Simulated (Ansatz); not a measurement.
## What DFT gives for Mg₂TaH₆

```yaml
crystal:
  lattice:
    - [0.00000, 3.24782, 3.24782]
    - [3.24782, 0.00000, 3.24782]
    - [3.24782, 3.24782, 0.00000]
  atoms:
    - { symbol: H, position: [0.75800, 0.24200, 0.24200] }
    - { symbol: H, position: [0.24200, 0.75800, 0.24200] }
    - { symbol: H, position: [0.24200, 0.75800, 0.75800] }
    - { symbol: H, position: [0.75800, 0.24200, 0.75800] }
    - { symbol: H, position: [0.24200, 0.24200, 0.75800] }
    - { symbol: H, position: [0.75800, 0.75800, 0.24200] }
    - { symbol: Ta, position: [0.00000, 0.00000, 0.00000] }
    - { symbol: Mg, position: [0.25000, 0.25000, 0.25000] }
    - { symbol: Mg, position: [0.75000, 0.75000, 0.75000] }
```

The numbers come from plane-wave PAW DFT (Ansatz): PBEsol, no spin polarisation, 420 eV, 9×9×9 Γ-centred k points, fermi-dirac occupations (width 0.1 eV). Nothing was relaxed.

- Contacts: H–Ta at 1.57 Å: least valence density 1.00 e/Å³ and ELF 0.48 there. Mg–H at 2.30 Å: least valence density 0.14 e/Å³ and ELF 0.08 there. These are pseudo-fields; inside the PAW spheres they differ from the all-electron ones.
- Stress: The pressure is 49.1 GPa (compression positive), so with the atoms held at these fractions the cell would first expand; the forces are large, so a full relaxation may end otherwise.
- Charges: Bader charges in e: Mg +1.58, Ta +0.79, H -0.66. In the mean Mg gives up most and H takes most.
- Electronic structure: It is a metal, with about 3.2 states/eV a cell as the mean within 0.25 eV of the Fermi level, mostly Ta d (78 %) and H s (15 %).

Origin: a known structure type with other elements, at an estimated volume, so it need not be a known compound. Caveats: atoms or cell far from equilibrium.
